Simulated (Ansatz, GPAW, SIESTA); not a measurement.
One calculation of Zr3S2, 3 ways

```
Zr S
1.0
     2.90254    1.67578    3.48777
    -2.90254    1.67578    3.48777
     0.00000   -3.35156    3.48777
Zr S
3 2
Direct
  0.83873 0.50000 0.16127
  0.50000 0.16127 0.83873
  0.16127 0.83873 0.50000
  0.66502 0.66502 0.66502
  0.33498 0.33498 0.33498
```

The cell comes from a database or a generator and needn't be the stable form of this composition.

Alike in all runs: task band structure; functional PBEsol; k mesh 6 × 6 × 6; occupations fermi-dirac, width 0.05 eV; no spin polarisation; no spin-orbit coupling. Pressure is positive in compression and, in plane waves, holds the error of the finite cutoff, which Ansatz's Pulay term estimates and takes out.

```tsv
program and potentials	plane-wave cutoff (eV)	notes	pressure (GPa)	largest force (eV/Å)
Ansatz, Ansatz PAW	420	potentials made for PBE, which Ansatz adapts in part	-5.11	0.133
GPAW, PAW data sets generated for this functional	600	-	-5.53	0.145
SIESTA, files PseudoDojo sr-pbesol-0.4.1-standard, DZP (energy shift 0.003 Ry; two zetas on semicore shells)	-	atomic basis	-3.56	0.008
```

Force on atom 3 (Zr), eV/Å:

```
                           program and potentials      x      y      z
                               Ansatz, Ansatz PAW  0.133  0.000  0.000
GPAW, PAW data sets generated for this functional  0.145  0.000  0.000
```

The pressure spans -5.53 (GPAW, PAW data sets generated for this functional) to -3.56 GPa (SIESTA, files PseudoDojo sr-pbesol-0.4.1-standard, DZP (energy shift 0.003 Ry; two zetas on semicore shells)). Rows in atomic bases carry the error of their basis and grid, which can be large.

Differences between rows come from potentials, basis sets and numerical settings, since the functional is the same but for its coding. Runs on potential files found faulty are left out.
